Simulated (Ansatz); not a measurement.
# Compressing Ga3Ni2: a fit and a missing row

Ga3Ni2, P-3m1, a = 4.018 Å, c = 4.856 Å. The structure is a COD entry; whether it is the stable form wasn't checked. Ansatz: r2SCAN, PAW, 500 eV, Γ-centred 12×12×8 mesh on 5 atoms, Gaussian smearing 0.10 eV; no spin polarisation. Shape and atoms are relaxed at each volume; pressure is positive in compression.

```
V (Å³/atom) P (GPa)
     12.765        ?
     13.173     4.70
     13.580     0.00
     13.988    -3.94
     14.395    -7.24
```

Task: Take V0 = 13.580 Å³/atom, fit the third-order Birch–Murnaghan form to the other rows, and predict the missing pressure.

Result: With the Eulerian strain f = ½[(V0/V)^(2/3) − 1] and y = P/[3f(1 + 2f)^(5/2)], the form is the line y = B0 + 1.5 B0 (B0′ − 4) f. Rows (f, y): 0.01025, 145.3; -0.00977, 141.2; -0.01906, 139.5. Means f = -0.006193, y = 142.00; Σ(Δf)² = 0.0004487, ΣΔfΔy = 0.08929; the slope is their ratio. y = 143.2 + 199.0 f GPa, so B0 = 143.2 GPa and B0′ = 4 + 2 × (199.0)/(3 × 143.2) = 4.93. At V = 12.765, f = 0.02106, y = 147.39 and P = 10.32 GPa. The run gave 10.31 GPa, so the fit is 0.01 GPa too high, a small miss on the scale of the series. The form still works here, 33 % of the fitted range beyond its end.

Cost: 5 runs of about 18 core-minutes in all, on Arm Neoverse V2 (shared hosts).